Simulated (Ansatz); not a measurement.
CdTe:
```cif
data_CdTe
_chemical_formula_sum 'Cd1 Te1'
_space_group_name_H-M_alt 'P 1'
_space_group_IT_number 1
_cell_length_a 4.68033
_cell_length_b 4.68033
_cell_length_c 4.68033
_cell_angle_alpha 60.000
_cell_angle_beta 60.000
_cell_angle_gamma 60.000
loop_
_space_group_symop_operation_xyz
  'x, y, z'
loop_
_atom_site_label
_atom_site_type_symbol
_atom_site_fract_x
_atom_site_fract_y
_atom_site_fract_z
_atom_site_occupancy
Cd1 Cd 0.00000 0.00000 0.00000 1
Te1 Te 0.75000 0.75000 0.75000 1
```

Relaxed with PBE.

**Question.** Which orbitals make up the states near the band edges in PBE in the plane-wave PAW code Ansatz?

**Answer.** Top 1 eV of the valence band: Te 5p 92 %. Bottom 1 eV of the conduction band: Cd 5s 53 %, Te 5p 28 %, Te 5s 16 %. Projections are on Löwdin-orthogonalised atomic valence shells; empty p or d shells of many metals are not among them.

**Question.** Tabulate the density of states.

**Answer.** States/eV per cell of 2 atoms, in 0.25 eV bins, energy from the valence-band maximum.

```csv
E (eV),total,Cd 4d,Te 5p,Cd 5s
-7.85,19.20,18.96,0.13,0.04
-7.60,4.09,3.57,0.05,0.08
-7.35,2.03,1.72,0.01,0.01
-7.10,0.00,0.00,0.00,0.00
-6.85,0.00,0.00,0.00,0.00
-6.60,0.00,0.00,0.00,0.00
-6.35,0.00,0.00,0.00,0.00
-6.10,0.00,0.00,0.00,0.00
-5.85,0.00,0.00,0.00,0.00
-5.60,0.00,0.00,0.00,0.00
-5.35,0.00,0.00,0.00,0.00
-5.10,0.00,0.00,0.00,0.00
-4.85,0.00,0.00,0.00,0.00
-4.60,0.00,0.00,0.00,0.00
-4.35,0.00,0.00,0.00,0.00
-4.10,0.13,0.00,0.08,0.04
-3.85,3.84,0.04,2.20,1.49
-3.60,1.34,0.02,0.78,0.46
-3.35,0.76,0.02,0.44,0.24
-3.10,0.53,0.02,0.31,0.15
-2.85,0.37,0.01,0.21,0.10
-2.60,0.29,0.01,0.17,0.08
-2.35,0.38,0.01,0.28,0.06
-2.10,2.02,0.04,1.81,0.06
-1.85,1.78,0.04,1.58,0.06
-1.60,2.51,0.05,2.27,0.05
-1.35,2.50,0.06,2.27,0.04
-1.10,2.44,0.06,2.23,0.03
-0.85,2.41,0.07,2.21,0.02
-0.60,1.60,0.05,1.47,0.01
-0.35,0.84,0.03,0.78,0.00
-0.10,0.26,0.01,0.25,0.00
0.15,0.00,0.00,0.00,0.00
0.40,0.00,0.00,0.00,0.00
0.65,0.00,0.00,0.00,0.00
0.90,0.01,0.00,0.00,0.00
1.15,0.02,0.00,0.00,0.01
1.40,0.04,0.00,0.01,0.02
1.65,0.08,0.00,0.03,0.04
1.90,0.30,0.00,0.09,0.15
2.15,0.66,0.00,0.20,0.33
2.40,0.75,0.00,0.24,0.36
2.65,1.01,0.00,0.34,0.46
2.90,2.33,0.01,0.73,0.88
3.15,2.00,0.00,0.58,0.69
3.40,1.04,0.00,0.26,0.31
3.65,0.86,0.00,0.18,0.20
3.90,0.71,0.00,0.07,0.08
4.15,0.84,0.00,0.06,0.06
4.40,1.15,0.00,0.07,0.06
4.65,2.06,0.00,0.14,0.11
4.90,1.99,0.00,0.10,0.07
5.15,1.00,0.00,0.04,0.01
5.40,2.02,0.00,0.07,0.02
```

Space group F-43m (zinc blende). The cell was relaxed with PBE under the symmetry of its start. Scalar-relativistic: spin–orbit coupling is off unless named, which matters more the heavier the elements.

Potentials: the earlier of the program's two PAW sets.
